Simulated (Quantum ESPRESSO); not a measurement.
Hf3ScNbIn2Ir, input and log of a self-consistent run

Computed values, not a measurement. The program is pw.x of Quantum ESPRESSO 7.5 (plane-wave density functional theory). The cell is made up: eight metal atoms on a face-centred cubic lattice, with elements, volume, strain and displacements drawn at random and not relaxed, so it may be unstable or far from any real phase. PseudoDojo standard norm-conserving files set the functional (PBE unless stated); there is no spin polarisation or spin-orbit coupling, the Fermi-Dirac width of 0.25 eV means electrons at about 2900 K, and the masses in the input are unused placeholders. Heavy elements are run without spin-orbit coupling, which real alloys of them have. A spin test at this wide smearing found no moment, but such smearing suppresses magnetism that the real alloy may have.

Input:

```
&control calculation='scf', pseudo_dir='./dojo.nc.sr.pbe.v0_5.standard.upf', outdir='./o', disk_io='minimal', tprnfor=.true., tstress=.true. /
&system ibrav=0, nat=8, ntyp=5, nbnd=68, ecutwfc=82.02448710, nosym=.true., tot_charge=0,
 occupations='smearing', smearing='fd', degauss=0.0183746611
/
&electrons conv_thr=1.470e-08, electron_maxstep=70, mixing_beta=0.5 /
ATOMIC_SPECIES
Hf 1.0 Hf.upf
In 1.0 In.upf
Ir 1.0 Ir.upf
Nb 1.0 Nb.upf
Sc 1.0 Sc.upf
CELL_PARAMETERS angstrom
0.0257 -0.0248 -4.3825
4.3836 0.0591 -0.0257
-0.1182 -8.5812 -0.0495
ATOMIC_POSITIONS angstrom
Hf 0.047 -0.0203 0.0978
Hf -0.0747 -4.1986 0.0218
Sc 2.1246 -2.0017 -0.1639
Nb 2.041 -6.3601 -0.0803
Hf 0.0094 -2.1461 -2.2235
In -0.0011 -6.3896 -2.2039
Ir 2.3274 0.1148 -2.2145
In 2.1406 -4.314 -2.1306
K_POINTS automatic
5 5 3 1 1 1
```

The log is shortened where brackets say so; the opening notice, blank lines, dates and the lines on written files are dropped, and the path of the files is cut. It prints rydbergs, bohrs and kilobars, and counts compression as positive stress. Its total energy is the free energy E - TS of the whole cell.

```
     Program PWSCF v.7.5
     Parallel version (MPI & OpenMP), running on       4 processor cores
     Number of MPI processes:                 4
     Threads/MPI process:                     1
     [start-up lines left out]
     bravais-lattice index     =            0
     lattice parameter (alat)  =       8.2820  a.u.
     unit-cell volume          =    1112.2113 (a.u.)^3
     number of atoms/cell      =            8
     number of atomic types    =            5
     number of electrons       =       103.00
     number of Kohn-Sham states=           68
     kinetic-energy cutoff     =      82.0245  Ry
     charge density cutoff     =     328.0979  Ry
     scf convergence threshold =      1.5E-08
     mixing beta               =       0.5000
     number of iterations used =            8  plain     mixing
     Exchange-correlation= PBE
                           (   1   4   3   4   0   0   0)
     [axes and pseudopotential details left out]
   Cartesian axes
     site n.     atom                  positions (alat units)
         1        Hf     tau(   1) = (   0.0107241  -0.0046319   0.0223153  )
         2        Hf     tau(   2) = (  -0.0170445  -0.9580058   0.0049742  )
         3        Sc     tau(   3) = (   0.4847757  -0.4567333  -0.0373975  )
         4        Nb     tau(   4) = (   0.4657005  -1.4512011  -0.0183223  )
         5        Hf     tau(   5) = (   0.0021448  -0.4896814  -0.5073420  )
         6        In     tau(   6) = (  -0.0002510  -1.4579322  -0.5028698  )
         7        Ir     tau(   7) = (   0.5310491   0.0261942  -0.5052884  )
         8        In     tau(   8) = (   0.4884265  -0.9843370  -0.4861447  )
     number of k points=    38  Fermi-Dirac smearing, width (Ry)=  0.0184
                       cart. coord. in units 2pi/alat
        k(    1) = (   0.1005568  -0.0859355  -0.0989273), wk =   0.0533333
        k(    2) = (   0.0959539   0.2546234  -0.1008815), wk =   0.0533333
     [further k points left out]
     Dense  grid:   111575 G-vectors     FFT dimensions: (  48,  48,  96)
     Estimated max dynamical RAM per process >     353.43 MB
     Estimated total dynamical RAM >       1.30 GB
     Initial potential from superposition of free atoms
     starting charge     102.9815, renormalised to     103.0000
     Starting wfcs are   78 randomized atomic wfcs
     total cpu time spent up to now is       10.2 secs
     per-process dynamical memory:   263.7 Mb
     Self-consistent Calculation
     iteration #  1     ecut=    82.02 Ry     beta= 0.50
     Davidson diagonalization with overlap
     ethr =  1.00E-02,  avg # of iterations =  2.2
     total cpu time spent up to now is       28.7 secs
     total energy              =   -1054.74973969 Ry
     estimated scf accuracy    <       2.14769927 Ry
     iteration #  2     ecut=    82.02 Ry     beta= 0.50
     Davidson diagonalization with overlap
     ethr =  2.09E-03,  avg # of iterations =  6.0
     total cpu time spent up to now is       55.1 secs
     total energy              =   -1052.93403216 Ry
     estimated scf accuracy    <      53.84986772 Ry
     iteration #  3     ecut=    82.02 Ry     beta= 0.50
     Davidson diagonalization with overlap
     ethr =  2.09E-03,  avg # of iterations =  7.0
     total cpu time spent up to now is       77.8 secs
     total energy              =   -1055.99585923 Ry
     estimated scf accuracy    <       0.88577490 Ry
     iteration #  4     ecut=    82.02 Ry     beta= 0.50
     Davidson diagonalization with overlap
     ethr =  8.60E-04,  avg # of iterations =  2.2
     total cpu time spent up to now is       94.5 secs
     total energy              =   -1056.04422814 Ry
     estimated scf accuracy    <       0.32574483 Ry
     iteration #  5     ecut=    82.02 Ry     beta= 0.50
     Davidson diagonalization with overlap
     ethr =  3.16E-04,  avg # of iterations =  6.9
     total cpu time spent up to now is      115.1 secs
     total energy              =   -1056.06992066 Ry
     estimated scf accuracy    <       0.05625732 Ry
     [iterations 6 to 11 left out]
     iteration # 12     ecut=    82.02 Ry     beta= 0.50
     Davidson diagonalization with overlap
     ethr =  4.43E-09,  avg # of iterations =  5.9
     total cpu time spent up to now is      263.6 secs
     total energy              =   -1056.08291038 Ry
     estimated scf accuracy    <       0.00000079 Ry
     iteration # 13     ecut=    82.02 Ry     beta= 0.50
     Davidson diagonalization with overlap
     ethr =  7.67E-10,  avg # of iterations =  2.6
     total cpu time spent up to now is      283.3 secs
     total energy              =   -1056.08291043 Ry
     estimated scf accuracy    <       0.00000028 Ry
     iteration # 14     ecut=    82.02 Ry     beta= 0.50
     Davidson diagonalization with overlap
     ethr =  2.69E-10,  avg # of iterations =  4.8
     total cpu time spent up to now is      303.6 secs
     total energy              =   -1056.08291042 Ry
     estimated scf accuracy    <       0.00000152 Ry
     iteration # 15     ecut=    82.02 Ry     beta= 0.50
     Davidson diagonalization with overlap
     ethr =  2.69E-10,  avg # of iterations =  2.0
     total cpu time spent up to now is      321.0 secs
     total energy              =   -1056.08291051 Ry
     estimated scf accuracy    <       0.00000004 Ry
     iteration # 16     ecut=    82.02 Ry     beta= 0.50
     Davidson diagonalization with overlap
     ethr =  3.51E-11,  avg # of iterations =  3.9
     total cpu time spent up to now is      339.3 secs
     End of self-consistent calculation
     [lines on levels left out]
!    total energy              =   -1056.08291051 Ry
     estimated scf accuracy    <          5.2E-09 Ry
     smearing contrib. (-TS)   =      -0.11759034 Ry
     internal energy E=F+TS    =   -1055.96532017 Ry
     The total energy is F=E-TS. E is the sum of the following terms:
     one-electron contribution =    -234.15093250 Ry
     hartree contribution      =     171.97834080 Ry
     xc contribution           =    -251.80105669 Ry
     ewald contribution        =    -741.99167179 Ry
     convergence has been achieved in  16 iterations
     Forces acting on atoms (cartesian axes, Ry/au):
     atom    1 type  1   force =    -0.02012686    0.07051971   -0.00979386
     atom    2 type  1   force =     0.00093009   -0.03677354   -0.01088381
     atom    3 type  5   force =     0.02657221    0.00169484    0.02140640
     atom    4 type  4   force =     0.03184297   -0.05673871    0.02642406
     atom    5 type  1   force =    -0.02202757    0.04871809    0.00516976
     atom    6 type  2   force =    -0.01860812   -0.04048654   -0.00219122
     atom    7 type  3   force =    -0.00512372   -0.01769929   -0.00092770
     atom    8 type  2   force =     0.00654100    0.03076544   -0.02920363
     Total force =     0.141783     Total SCF correction =     0.000285
     Computing stress (Cartesian axis) and pressure
          total   stress  (Ry/bohr**3)                   (kbar)     P=      -12.08
  -0.00014233  -0.00006887   0.00006168          -20.94      -10.13        9.07
  -0.00006887   0.00005111  -0.00003173          -10.13        7.52       -4.67
   0.00006168  -0.00003173  -0.00015505            9.07       -4.67      -22.81
     init_run     :      9.66s CPU     10.02s WALL (       1 calls)
     electrons    :    322.80s CPU    329.10s WALL (       1 calls)
     forces       :      2.92s CPU      2.94s WALL (       1 calls)
     stress       :     10.17s CPU     10.40s WALL (       1 calls)
     [timing details left out]
     PWSCF        :   5m45.75s CPU   5m52.77s WALL
     JOB DONE.
```

In other units: free energy -14368.740 eV for the cell, pressure -1.21 GPa, largest force component 1.813 eV/Å in size. The run took 354 s of wall time with four MPI processes on a shared machine (Intel Xeon, older, virtual cores), so the time is rough. A rerun of this cell at a higher cutoff and on a denser mesh moved values by no more than 0.002 eV in energy, 0.03 GPa in stress and 0.009 eV/Å in force, and a second program with other atomic files agreed on that cell to 2 % rms in force and 0.5 GPa in pressure.